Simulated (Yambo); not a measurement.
Yambo run on SiC (zinc blende, space group F-43m, No. 216). The wavefunctions are PBEsol (pw.x of Quantum ESPRESSO, ONCV potentials, scalar-relativistic) ones on a 6×6×6 mesh (4 occupied bands); a = 3.081 Å, b = 3.081 Å, c = 3.081 Å, α = 60.00°, β = 60.00°, γ = 60.00°.

Yambo input:

```
rim_cut
gw0
dyson
el_el_corr
HF_and_locXC
ppa
em1d
RandQpts= 1000000
RandGvec= 1 Ry
EXXRLvcs= 82 Ry
VXCRLvcs= 328 Ry
Chimod= "HARTREE"
% BndsRnXp
 1 | 76 |
%
NGsBlkXp= 14 Ry
% LongDrXp
 1.0 | 1.0 | 1.0 |
%
PPAPntXp= 27.2114 eV
% GbndRnge
 1 | 76 |
%
GTermKind= "none"
DysSolver= "n"
ExtendOut
% QPkrange
 1 | 1 | 4 | 4 |
 13 | 13 | 4 | 5 |
%
```

k points by index: 1 = Γ, 13 = X.

Resulting energies as the program prints them:

```
#    K-point    Band    Eo [eV]    E [eV]    E-Eo [eV]    Vxc [eV]    Vnlxc [eV]    Sc|Eo [eV]    Sc|E [eV]    dSc/dw|Eo [eV]    Re(Z)    Im(Z)
#
    1    4    0.000000    -0.640444    -0.640444    -14.79592    -17.47756    1.876526    2.041196    -6.995752    0.795487    -0.001127
    13    4    -3.218851    -4.137188    -0.918337    -13.49306    -17.36818    2.706530    2.956780    -7.414342    0.785870    -0.001259
    13    5    1.239822    1.476036    0.236213    -10.66151    -6.507087    -3.867059    -3.918211    -5.890637    0.822045    -0.001027
```
(The two width columns are left out.) Convergence of these settings isn't established.

Geometry relaxed with PBEsol.
